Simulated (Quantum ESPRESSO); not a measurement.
## TaTi3NO7 (input and log of a self-consistent run)

Simulated, not a measurement. The program is pw.x of Quantum ESPRESSO 7.5 (plane-wave density functional theory). The cell is made up: 12 atoms on a fluorite lattice, with randomly drawn elements, strain and displacements, not relaxed. PseudoDojo standard norm-conserving files (v0.5 for PBE, v0.4.1 for LDA and PBEsol) set the functional; there is no spin polarisation, spin-orbit coupling or dispersion term, and the masses in the input are unused placeholders.

Input:

```
&control calculation='scf', pseudo_dir='./dojo.nc.sr.pbe.v0_5.standard.upf', outdir='./o', disk_io='low', tprnfor=.true., tstress=.true. /
&system ibrav=0, nat=12, ntyp=4, nbnd=54, ecutwfc=84.00895049, nosym=.true., tot_charge=0,
 occupations='smearing', smearing='fd', degauss=0.0018374661
/
&electrons conv_thr=7.350e-09, electron_maxstep=60, /
ATOMIC_SPECIES
N 1.0 N.upf
O 1.0 O.upf
Ta 1.0 Ta.upf
Ti 1.0 Ti.upf
CELL_PARAMETERS angstrom
4.7651 0.0 0.0
0.0 4.7651 0.0
0.0 0.0 4.7651
ATOMIC_POSITIONS angstrom
Ta -0.0248 -0.0457 -0.0208
Ti -0.0244 2.3662 2.4194
Ti 2.4022 -0.0612 2.4223
Ti 2.3847 2.3926 -0.0257
N 1.1978 1.1523 1.1289
O 1.1781 1.1673 3.5178
O 1.1321 3.6171 1.2117
O 1.101 3.6015 3.5135
O 3.5951 1.1587 1.1106
O 3.5672 1.0915 3.573
O 3.5718 3.639 1.2808
O 3.5566 3.6216 3.593
K_POINTS automatic
5 5 5 1 1 1
```

The log is shortened where brackets say so; the opening notice, blank lines, dates and the lines on written files are dropped, and the path of the files is cut. It prints rydbergs, bohrs and kilobars, and counts compression as positive stress. With no partly filled state, the Fermi energy that it prints is only some level between the filled and the empty states on the mesh, and need not lie in the true gap.

```
     Program PWSCF v.7.5
     Parallel version (MPI & OpenMP), running on       4 processor cores
     Number of MPI processes:                 4
     Threads/MPI process:                     1
     [start-up lines left out]
     bravais-lattice index     =            0
     lattice parameter (alat)  =       9.0047  a.u.
     unit-cell volume          =     730.1510 (a.u.)^3
     number of atoms/cell      =           12
     number of atomic types    =            4
     number of electrons       =        96.00
     number of Kohn-Sham states=           54
     kinetic-energy cutoff     =      84.0090  Ry
     charge density cutoff     =     336.0358  Ry
     scf convergence threshold =      7.3E-09
     mixing beta               =       0.7000
     number of iterations used =            8  plain     mixing
     Exchange-correlation= PBE
                           (   1   4   3   4   0   0   0)
     [axes and pseudopotential details left out]
   Cartesian axes
     site n.     atom                  positions (alat units)
         1        Ta     tau(   1) = (  -0.0052045  -0.0095906  -0.0043651  )
         2        Ti     tau(   2) = (  -0.0051206   0.4965688   0.5077333  )
         3        Ti     tau(   3) = (   0.5041237  -0.0128434   0.5083419  )
         4        Ti     tau(   4) = (   0.5004512   0.5021091  -0.0053934  )
         5        N      tau(   5) = (   0.2513693   0.2418207   0.2369100  )
         6        O      tau(   6) = (   0.2472351   0.2449686   0.7382426  )
         7        O      tau(   7) = (   0.2375816   0.7590817   0.2542864  )
         8        O      tau(   8) = (   0.2310550   0.7558079   0.7373402  )
         9        O      tau(   9) = (   0.7544648   0.2431638   0.2330696  )
        10        O      tau(  10) = (   0.7486097   0.2290613   0.7498269  )
        11        O      tau(  11) = (   0.7495750   0.7636776   0.2687876  )
        12        O      tau(  12) = (   0.7463852   0.7600260   0.7540240  )
     number of k points=    63  Fermi-Dirac smearing, width (Ry)=  0.0018
                       cart. coord. in units 2pi/alat
        k(    1) = (   0.1000000   0.1000000   0.1000000), wk =   0.0320000
        k(    2) = (   0.1000000   0.1000000   0.3000000), wk =   0.0320000
     [further k points left out]
     Dense  grid:    76117 G-vectors     FFT dimensions: (  54,  54,  54)
     Estimated max dynamical RAM per process >     255.32 MB
     Estimated total dynamical RAM >     965.55 MB
     Initial potential from superposition of free atoms
     starting charge      95.9943, renormalised to      96.0000
     Starting wfcs are   72 randomized atomic wfcs
     total cpu time spent up to now is        7.3 secs
     per-process dynamical memory:   203.2 Mb
     Self-consistent Calculation
     iteration #  1     ecut=    84.01 Ry     beta= 0.70
     Davidson diagonalization with overlap
     ethr =  1.00E-02,  avg # of iterations =  2.0
     total cpu time spent up to now is       20.1 secs
     total energy              =    -736.33320710 Ry
     estimated scf accuracy    <       6.02622449 Ry
     iteration #  2     ecut=    84.01 Ry     beta= 0.70
     Davidson diagonalization with overlap
     ethr =  6.28E-03,  avg # of iterations =  6.2
     total cpu time spent up to now is       44.6 secs
     total energy              =    -729.45511795 Ry
     estimated scf accuracy    <      70.95206685 Ry
     iteration #  3     ecut=    84.01 Ry     beta= 0.70
     Davidson diagonalization with overlap
     ethr =  6.28E-03,  avg # of iterations =  7.2
     total cpu time spent up to now is       66.0 secs
     total energy              =    -739.09559672 Ry
     estimated scf accuracy    <       4.52468702 Ry
     iteration #  4     ecut=    84.01 Ry     beta= 0.70
     Davidson diagonalization with overlap
     ethr =  4.71E-03,  avg # of iterations =  2.6
     total cpu time spent up to now is       78.7 secs
     total energy              =    -739.60818658 Ry
     estimated scf accuracy    <       1.24372494 Ry
     iteration #  5     ecut=    84.01 Ry     beta= 0.70
     Davidson diagonalization with overlap
     ethr =  1.30E-03,  avg # of iterations =  1.7
     total cpu time spent up to now is       90.3 secs
     total energy              =    -739.50973389 Ry
     estimated scf accuracy    <       0.82547415 Ry
     [iterations 6 to 19 left out]
     iteration # 20     ecut=    84.01 Ry     beta= 0.70
     Davidson diagonalization with overlap
     ethr =  1.39E-10,  avg # of iterations =  3.8
     total cpu time spent up to now is      333.3 secs
     total energy              =    -739.55468304 Ry
     estimated scf accuracy    <       0.00000007 Ry
     iteration # 21     ecut=    84.01 Ry     beta= 0.70
     Davidson diagonalization with overlap
     ethr =  7.43E-11,  avg # of iterations =  4.2
     total cpu time spent up to now is      346.5 secs
     total energy              =    -739.55468304 Ry
     estimated scf accuracy    <       0.00000005 Ry
     iteration # 22     ecut=    84.01 Ry     beta= 0.70
     Davidson diagonalization with overlap
     ethr =  5.60E-11,  avg # of iterations =  2.9
     total cpu time spent up to now is      359.4 secs
     total energy              =    -739.55468303 Ry
     estimated scf accuracy    <       0.00000003 Ry
     iteration # 23     ecut=    84.01 Ry     beta= 0.70
     Davidson diagonalization with overlap
     ethr =  2.64E-11,  avg # of iterations =  5.7
     total cpu time spent up to now is      375.0 secs
     total energy              =    -739.55468304 Ry
     estimated scf accuracy    <          9.0E-09 Ry
     iteration # 24     ecut=    84.01 Ry     beta= 0.70
     Davidson diagonalization with overlap
     ethr =  9.40E-12,  avg # of iterations =  5.4
     total cpu time spent up to now is      390.1 secs
     End of self-consistent calculation
          k = 0.1000 0.1000 0.1000 (  9507 PWs)   bands (ev):
   -54.5190 -43.6873 -43.6703 -43.5718 -21.2228 -21.1806 -21.1171 -20.0509
   -20.0314 -19.9484 -19.9287 -19.9211 -19.8807 -19.8496 -19.7802 -19.7437
    -6.2648  -4.4884  -4.3973  -4.2859  -3.9551  -3.8968  -2.9535   1.7820
     6.0642   6.1766   6.2875   7.1299   7.1625   7.4204   8.7147   8.7740
     8.8049   9.1700   9.2575   9.3358  10.8569  11.1695  11.3397  11.4608
    11.6607  11.7663  12.4593  12.6128  12.7088  14.0214  14.1879  14.3925
    15.3192  15.4110  15.5876  15.8449  15.9018  16.0339
     [levels at the other k points left out]
     the Fermi energy is    14.8802 ev
!    total energy              =    -739.55468304 Ry
     estimated scf accuracy    <          1.8E-09 Ry
     smearing contrib. (-TS)   =      -0.00000000 Ry
     internal energy E=F+TS    =    -739.55468304 Ry
     The total energy is F=E-TS. E is the sum of the following terms:
     one-electron contribution =    -143.10244882 Ry
     hartree contribution      =     131.72546135 Ry
     xc contribution           =    -147.39262561 Ry
     ewald contribution        =    -580.78506996 Ry
     convergence has been achieved in  24 iterations
     Forces acting on atoms (cartesian axes, Ry/au):
     atom    1 type  3   force =     0.07763893    0.08640650    0.09161573
     atom    2 type  4   force =     0.06017641   -0.06888494   -0.08334025
     atom    3 type  4   force =    -0.06863687    0.07620720   -0.07823551
     atom    4 type  4   force =    -0.07133945   -0.08701094    0.08176318
     atom    5 type  1   force =     0.02595872    0.06615557    0.01316794
     atom    6 type  2   force =     0.00729761    0.03986905    0.00530875
     atom    7 type  2   force =     0.03803985   -0.06656871   -0.02116970
     atom    8 type  2   force =     0.05318254   -0.04437592    0.01674998
     atom    9 type  2   force =    -0.03107215    0.06990027    0.04042484
     atom   10 type  2   force =    -0.02142964    0.09242216   -0.04483662
     atom   11 type  2   force =    -0.02263088   -0.06298667   -0.03363419
     atom   12 type  2   force =    -0.04718508   -0.10113358    0.01218586
     Total force =     0.358042     Total SCF correction =     0.000094
     Computing stress (Cartesian axis) and pressure
          total   stress  (Ry/bohr**3)                   (kbar)     P=      248.15
   0.00168086  -0.00011985   0.00014942          247.26      -17.63       21.98
  -0.00011985   0.00170520   0.00008569          -17.63      250.84       12.61
   0.00014942   0.00008569   0.00167463           21.98       12.61      246.35
     init_run     :      6.85s CPU      7.13s WALL (       1 calls)
     electrons    :    381.29s CPU    382.86s WALL (       1 calls)
     forces       :      2.42s CPU      2.44s WALL (       1 calls)
     stress       :      9.40s CPU      9.40s WALL (       1 calls)
     [timing details left out]
     PWSCF        :   6m40.18s CPU   6m42.18s WALL
     JOB DONE.
```

In other units: free energy -10062.154 eV for the cell, pressure 24.82 GPa, largest force component 2.600 eV/Å. A rerun of this cell at a cutoff of 1437 eV and k mesh 7 x 7 x 7 moved values by no more than 0.002 eV in energy, 0.06 GPa in stress and 0.009 eV/Å in force.